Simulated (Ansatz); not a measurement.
PNO in space group I2_12_12_1 (No. 24; P on 4c, N on 4a, O on 4b), r²SCAN (plane waves, PAW; program Ansatz), all energies at zero smearing, with the estimated change up to a 700 eV cutoff added, with one set of potentials and settings (totals compare only within such a set). Cell of 6 atoms (2 P, 2 N, 2 O): -3427.639 eV.

```json
[
 {"element": "P", "reference phase": "Cmce, 4 atoms in the cell", "E (eV/atom)": "-759.1646"},
 {"element": "N", "reference phase": "Pa-3, 8 atoms in the cell", "E (eV/atom)": "-384.8315"},
 {"element": "O", "reference phase": "C2/m, 4 atoms in the cell, spin-polarised", "E (eV/atom)": "-566.0281"}
]
```

Formation energy per atom, worked out: (-3427.639 − 2×(-759.1646) − 2×(-384.8315) − 2×(-566.0281))/6 = -1.265 eV/atom (-122 kJ per mol of atoms), at 0 K, without zero-point energy or fitted corrections.

The workflow started from a Materials Project entry (that database holds measured and hypothetical structures alike); the Crystallography Open Database copy checked does not list it. Its standing as an ambient phase is unchecked. The r²SCAN relaxation kept the symmetry of its start; whether a distortion lowers the energy is not shown. The references are the lowest solids computed at this level, not always the standard phases (solids in place of the gases).

Potentials: the later of the program's two PAW sets.
